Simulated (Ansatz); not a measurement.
**ZrC: the relaxed cell by functional**

The starting cell is an entry of the Crystallography Open Database (1994):

```xyz
2
Lattice="0.0000 2.3650 2.3650 2.3650 0.0000 2.3650 2.3650 2.3650 0.0000" Properties=species:S:1:pos:R:3 pbc="T T T"
Zr    2.3650    2.3650    2.3650
C     0.0000    0.0000    0.0000
```

Atoms and cell were relaxed at zero pressure with plane-wave PAW DFT (Ansatz 0.2.0; one set of PAW datasets, made under PBE, for all functionals; 420 eV, r2SCAN 500 eV; 11×11×11 Γ-centred mesh, fermi-dirac occupations of width 0.100 eV; no spin polarisation, no spin-orbit coupling, no dispersion correction), keeping the symmetry (Fm-3m, No. 225).

Question: How do the functionals compare with each other and with the entry?

Answer: The relaxed conventional cells:

| functional | a (Å) | volume (Å³/atom) | formation energy (eV/atom) |
| --- | --- | --- | --- |
| LDA | 4.642 | 12.51 | -0.934 |
| PBEsol | 4.670 | 12.73 | -0.921 |
| PBE | 4.710 | 13.06 | -0.857 |
| r2SCAN | 4.712 | 13.08 | -1.007 |
| the entry | 4.730 | 13.23 | – |

LDA gives the smallest volume and r2SCAN the largest, 4.6 % more. Against the entry's volume: LDA -5.5 %, PBEsol -3.8 %, PBE -1.3 %, r2SCAN -1.1 %. No verdict is drawn from this: the entry is old or was flagged in a check, so the entry may be off as well as the functionals. The formation energies span 0.15 eV an atom, lowest under r2SCAN.

Caveats: each relaxation keeps the start's symmetry, so a distorted cell may lie lower; computed cells are at 0 K with fixed nuclei, while the entry holds thermal expansion, often some tenths of a per cent in volume and more in soft crystals; formation energies are at zero smearing against the elements' usual phases under the same functional, gases as free molecules, uncorrected.
